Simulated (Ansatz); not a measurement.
Sn (beta-Sn type, space group I4_1/amd)

```yaml
crystal:
  lattice:
    - [-2.97350, 2.97350, 1.60615]
    - [2.97350, -2.97350, 1.60615]
    - [2.97350, 2.97350, -1.60615]
  atoms:
    - { symbol: Sn, position: [0.75000, 0.25000, 0.50000] }
    - { symbol: Sn, position: [0.00000, 0.00000, 0.00000] }
```

The volume is varied about the relaxed value V₀ at fixed cell shape. Symmetry pins the atoms to their sites.

Level of theory: PBE (plane waves to 420 eV, PAW, scalar-relativistic; Ansatz, a first-principles code). k mesh 16×16×16 (Γ-centred), Fermi-Dirac smearing 0.05 eV. The energy includes the smearing's −TS. Compression counts positive. With the shape held, the modulus is that of even scaling; a crystal free to change shape is softer. Sn was relaxed with its symmetry unable to fall. The zero of ΔE is the relaxed starting cell. The last digit holds for this mesh only.

| V (Å³/atom) | ΔE (meV/atom) |
|---|---|
| 23.858 | 151.5 |
| 24.994 | 77.8 |
| 26.130 | 31.7 |
| 27.266 | 7.3 |
| 28.402 | 0.0 |
| 29.538 | 6.2 |
| 30.674 | withheld |
| 31.811 | 48.6 |
| 32.947 | 80.8 |

Question: Fit a third-order Birch-Murnaghan form (E₀, V₀, B₀, B₀′ free) to the given rows and predict ΔE at V = 30.674.

Answer: Least squares on the 8 given rows: ΔE = E₀ + (9V₀B₀/16)·y²·[2 + (B₀′ − 4)y], y = (V₀/V)^(2/3) − 1, with V₀ = 28.403 Å³/atom, B₀ = 47.53 GPa (160.2 GPa = 1 eV/Å³; the term in eV is multiplied by 1000), B₀′ = 4.84, E₀ = -0.03 meV/atom; root-mean-square residual 0.02 meV/atom. At 30.674 the fit gives 23.2 meV/atom; the calculation gives 23.1 meV/atom, so the interpolation is off by 0.1 (+0.4 %). For the pressure the fit gives -3.0 GPa against the computed -3.0 GPa.

(Under strain, the slope of the energy per volume gives the stress and its curvature an elastic modulus.)
